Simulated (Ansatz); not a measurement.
**Structure relaxation, CdSe**

The start is a relaxed CdSe cell with every coordinate shifted by Gaussian noise of σ = 0.3 Å. Cell shape, volume and atoms are optimised at zero target pressure with PBEsol (plane waves to 420 eV, PAW, scalar-relativistic; Ansatz, a program for electronic structure). The first steps use a coarse 7×7×7 k-mesh.

Input geometry:
```
CdSe
1.0
    0.00000     3.04091     3.04091
    3.04091     0.00000     3.04091
    3.04091     3.04091     0.00000
Se Cd
1 1
Direct
  0.73700   0.73077   0.66720
  0.89082   0.06272   0.91672
```

By how much does the energy per atom fall from start to end?

0.17 eV/atom.

Is the parent structure recovered?

The parent structure is recovered, F-43m (No. 216).

It ends as:

```cif
data_Cd4Se4
_chemical_formula_sum 'Se4 Cd4'
_space_group_name_H-M_alt 'F-43m'
_space_group_IT_number 216
_space_group_name_Hall 'F -4 2 3'
_cell_length_a 6.08184
_cell_length_b 6.08184
_cell_length_c 6.08184
_cell_angle_alpha 90.000
_cell_angle_beta 90.000
_cell_angle_gamma 90.000
loop_
_atom_site_label
_atom_site_type_symbol
_atom_site_symmetry_multiplicity
_atom_site_Wyckoff_symbol
_atom_site_fract_x
_atom_site_fract_y
_atom_site_fract_z
_atom_site_occupancy
Se1 Se 4 a 0.00000 0.00000 0.00000 1
Cd1 Cd 4 c 0.25000 0.25000 0.25000 1
```
(The calculation used a cell of 2 atoms; values per cell refer to that cell.)

Final values are on a 9×9×9 k-mesh of the relaxed cell. No spin polarisation in the result.
